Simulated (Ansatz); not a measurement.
InO:
Space group P6₃/mmc (No. 194); a = b = 3.6504 Å, c = 11.0036 Å, α = β = 90.00°, γ = 120.00°

```tsv
atom	site	symmetry	x	y	z
In	4f	3m.	0.3333	0.6667	0.1248
O	4f	3m.	0.6667	0.3333	0.0766
```

Relaxed with LDA.

Q: Decompose the optical modes at the zone centre into irreducible representations, and say which are infrared and Raman allowed.

A: Point group 6/mmm: Γ_opt = 2A1g + A2u + 2B1g + 2B2u + 2E1g + E1u + 2E2g + 2E2u. Infrared: A2u, E1u. Raman: A1g, E1g, E2g.

Q: Assign frequencies (DFPT, LDA in the plane-wave PAW code Ansatz).

A: E2u 45, E2g 103, E1g 106, B2u 149, B1g 168, A1g 230, A2u 315, E1u 384, E2u 386, E2g 451, E1g 453, B2u 460, B1g 464, A1g 464 cm⁻¹.

Subscripts of B labels follow the axes of the standard setting.

Space group P6_3/mmc. A made-up cell: these elements were put on the sites of a structure type; neither database checked (COD, Materials Project) lists it. Its standing as an ambient phase is unchecked. The cell was relaxed with LDA under the symmetry of its start; whether a distortion lowers the energy is not shown. As this level gives no gap, phonon frequencies hold no LO–TO term and depend on the k-mesh and smearing (Fermi–Dirac, 0.1 eV here).

Potentials: the earlier of the program's two PAW sets. The files were generated under PBE; for other functionals the program regenerates the frozen cores, and for LDA and PBEsol the local potential too.
